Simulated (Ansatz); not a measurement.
# What moves the field gradients of PbO?

Cell of run 1: a structure deposited in the COD, taken as it stands.

```xyz
4
Lattice="3.9744 0.0000 0.0000 0.0000 3.9744 0.0000 0.0000 0.0000 5.0220" Properties=species:S:1:pos:R:3 pbc="T T T"
Pb    0.0000    1.9872    1.1807
Pb    1.9872    0.0000    3.8413
O     0.0000    0.0000    0.0000
O     1.9872    1.9872    0.0000
```

Atom numbers follow the list; atoms alike are taken as one site, whose name carries the number of the first.

Relaxed positions (PBE, cell held):

```
CELL_PARAMETERS angstrom
3.97440 0.00000 0.00000
0.00000 3.97440 0.00000
0.00000 0.00000 5.02200
ATOMIC_POSITIONS crystal
Pb 0.00000 0.50000 0.24026
Pb 0.50000 0.00000 0.75974
O 0.00000 0.00000 0.00000
O 0.50000 0.50000 0.00000
```

All runs are DFT with Ansatz 0.2.0 (plane waves and PAW, scalar-relativistic unless spin–orbit coupling is named, Γ-centred meshes, Fermi–Dirac smearing where given) in this cell.

Run 1: PBE, atoms as given; 420 eV, 6×6×5 k-points, smearing 0.02 eV.
Run 2: PBE, atoms relaxed; 420 eV, 6×6×5 k-points, smearing 0.02 eV.
Run 3: r2SCAN, at the relaxed atoms; 500 eV, 6×6×5 k-points, smearing 0.02 eV.
Run 4: PBE with spin–orbit coupling, at the relaxed atoms; 420 eV, 6×6×5 k-points, smearing 0.02 eV.

```json
{"run": "1", "Pb V_zz (η)": "-22.7 (0.00)", "O V_zz (η)": "-0.29 (0.00)"}
{"run": "2", "Pb V_zz (η)": "?", "O V_zz (η)": "?"}
{"run": "3", "Pb V_zz (η)": "-26.2 (0.00)", "O V_zz (η)": "0.27 (0.00)"}
{"run": "4", "Pb V_zz (η)": "-24.7 (0.00)", "O V_zz (η)": "0.15 (0.00)"}
```

V_zz in 10²¹ V/m².

**Question.** Estimate the row of run 2.

**Answer.** Pb: -23.5 (0.00); O: 0.21 (0.00). It lies nearest to run 1, from whose tensors on these sites it differs by 0.80 at most (largest principal value of the difference, on Pb). Taken one at a time, the functional (r2SCAN with its higher cutoff) moves the tensors on these sites by up to 2.73 (largest principal value of the change, on Pb), spin–orbit coupling by 1.20 (Pb), the positions of the atoms (as given or relaxed) by 0.80 (Pb).

In runs 1, 3 the atoms aren't at the calculated equilibrium (largest force 0.45, 0.38 eV/Å).
